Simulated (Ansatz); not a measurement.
**Y: reading a single point**

```
Y
1.0
     1.85740    3.21712    0.00000
    -1.85740    3.21712    0.00000
     0.00000    0.00000    5.84160
Y
2
Direct
  0.33330 0.33340 0.25000
  0.66660 0.66670 0.75000
```

Single point in Ansatz 0.2.0 with PBE, no spin polarisation. Cutoff 420 eV, PAW datasets, 10×10×6 Γ-centred k mesh, fermi-dirac filling (width 0.0784 eV).

Problem. Describe some of the short contacts.

Solution. Y–Y at 3.62 Å: least valence density 0.09 e/Å³ and ELF 0.21 there. These are pseudo-fields; inside the PAW spheres they differ from the all-electron ones.

Problem. What does the stress say?

Solution. The pressure is -2.2 GPa (compression positive), so with the atoms held at these fractions the cell would first shrink.

Problem. What happens at the Fermi level?

Solution. It is a metal, with about 4.5 states/eV a cell as the mean within 0.25 eV of the Fermi level, mostly Y d (87 %).

Problem. Are the atoms at rest?

Solution. The forces vanish by the symmetry of the sites.

Origin: a known structure type with other elements, at an estimated volume, so it need not be a known compound. Caveats: many states at the Fermi level without spin polarisation, so a magnetic state may lie lower.
